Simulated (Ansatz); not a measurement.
A comparison from first-principles data. For a tunnel junction or a leaky gate film, the slowest evanescent state at the electrodes' Fermi level sets the resistance.

sapphire serves as the reference. The Fermi level is put at mid-gap. Of the planes computed for each crystal, the one with the slowest decay is listed. Wanted: the thickness for 4 decades of attenuation, and how many decades a 2.0 nm film gains over the reference.

Levels of theory (Ansatz, a plane-wave PAW program, with an older set of its potentials): plane, in the cell as filed, gap, decay constant k, slowest state: r²SCAN, complex band structure, on cells taken as filed or relaxed beforehand.

Not checked to be the ambient phase: Sc2Si2O7 (C2/m, mS22); LiGaSi2O6 (C2/c, mS40). Cells under pressure at the level used (negative: too large): sapphire −7 GPa, LiGaSi2O6 (C2/c, mS40) −7 GPa. Spin–orbit coupling is left out unless named; no shift is given for LiGaSi2O6 (C2/c, mS40).

```tsv
crystal	plane, in the cell as filed	gap on the mesh (eV)	k at mid-gap (1/Å)	planes computed	slowest state
sapphire (α-Al2O3), reference	(100)	6.76	0.394	1	at Γ
α-cristobalite SiO2	(111)	6.34	0.518	2	at Γ
Sc2Si2O7 (C2/m, mS22)	(001)	4.92	0.467	3	at Γ
LiGaSi2O6 (C2/c, mS40)	(110)	5.00	0.407	1	at Γ
```

Working rules: decades per nm = 2k × 10 Å/ln 10 = 8.686 k; thickness = 4/(decades per nm); extra decades of a 2.0 nm film = 2.0 × (row − reference).

**Question.** Compute decades per nm, thickness and decades beyond the reference for LiGaSi2O6 (C2/c, mS40), showing the steps.

**Answer.** 
decades per nm: 8.686 × 0.407 = 3.535; thickness: 4/3.535 = 1.13 nm; decades beyond the reference: 2.0 × (3.535 − 3.422) = 0.2.

**Question.** Put the candidates in order of decades per nm, highest first.

**Answer.** The same steps for every row:

| crystal | decades per nm | thickness (nm) | decades beyond the reference |
|---|---|---|---|
| sapphire (α-Al2O3), reference | 3.422 | 1.17 | 0.0 |
| α-cristobalite SiO2 | 4.499 | 0.89 | 2.2 |
| Sc2Si2O7 (C2/m, mS22) | 4.056 | 0.99 | 1.3 |
| LiGaSi2O6 (C2/c, mS40) | 3.535 | 1.13 | 0.2 |

In order of decades per nm, highest first: α-cristobalite SiO2 (4.499 ± 0.27), Sc2Si2O7 (C2/m, mS22) (4.056 ± 0.24), LiGaSi2O6 (C2/c, mS40) (3.535 ± 0.21) ≈ sapphire (3.422 ± 0.21). The ± follows from allowances picked for this note (decay constant k 6 %), carried to first order and added in quadrature; ≈ joins neighbours closer than their two ± added in quadrature. On this figure 2 of 3 candidates do clearly better than the reference.

The gaps are the functional's own, as a rule smaller than measured ones, and k shrinks with them; planes not computed could decay more slowly; interface matching and symmetry filtering by the electrodes are not included. Where several phases of a formula are at hand, those over 0.1 eV/atom above the lowest were not drawn (by r²SCAN where it compared them, else by the largest value; a layered or molecular lowest phase counts only with a dispersion term); other phases could lie lower still. Crystals of Pb, Bi, Tl or Hg, those whose gap spin–orbit coupling moves by over 0.3 eV, and those of Te, I or Sb with no such test at hand were not drawn. Values belong to the structures named, which need not be the stable ones; other polymorphs differ. The rows are a sample and no shortlist: familiar crystals first, some related and some not, whatever their agreement with measurement; tables with many equal figures were not kept. Limits of the draw: gap over 1 eV, no layered crystals, primitive or conventional cells alone; no unfamiliar magnets, and cubic perovskites only if shown or known to be stable. As a rule kept out of such tables: 4f compounds, open-shell compounds run without a Hubbard term, cells found unstable in the tests at hand, cells close to a higher symmetry, and runs set to a pressure or over 12 % in volume from the crystal's fullest run.
